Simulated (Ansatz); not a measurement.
Theory: Ansatz 0.2.0, DFT PBE, scalar-relativistic, plane waves, PAW. Settings: cutoff 420 eV, Γ-centred meshes spaced at most about 0.3 Å⁻¹, and about 0.25 Å⁻¹ or finer for metals (2π included), Gaussian smearing. No spin polarisation in the final relaxations.

These are static total energies at zero pressure. All come from trial cells, and lower structures may exist.

Question: Order these relaxed structures of CrCN by energy, lowest first, with the energy over the lowest of them.
1.

```
Cr C N
1.0
     3.17449    0.00000    0.00000
    -1.58725    2.74919    0.00000
     0.00000    0.00000    2.87901
Cr C N
1 1 1
Direct
  0.33333 0.66667 0.50000
  0.00000 0.00000 0.00000
  0.66667 0.33333 0.50000
```

2.

```
Cr C N
1.0
     2.74611    0.00000    0.00000
     0.00000    2.74611    0.00000
     0.00000    0.00000    3.85014
Cr C N
1 1 1
Direct
  0.00000 0.00000 0.00000
  0.00000 0.00000 0.50000
  0.50000 0.50000 0.00000
```

Answer: 2 (0 meV/atom), 1 (108 meV/atom). Forms: 2 P4/mmm; 1 P-6m2. Counting C or N atoms around Cr (for each partner element, those within 1.25 times its shortest distance or 1.15 times the sum of covalent radii, where it is the nearest in units of that sum or under 1.3; a plus sign parts groups by distance over the sum of covalent radii): cell 2 has Cr 6; cell 1 has Cr 3+6. Even the lowest lies +1.18 eV/atom against the elements.

Trial moments died out on the coarse mesh in P4/mmm and P-6m2; another magnetic start might hold. Cells relaxed within their symmetry can be saddle points. Some candidate types were left out of the draw beforehand, so a known form may be missing.
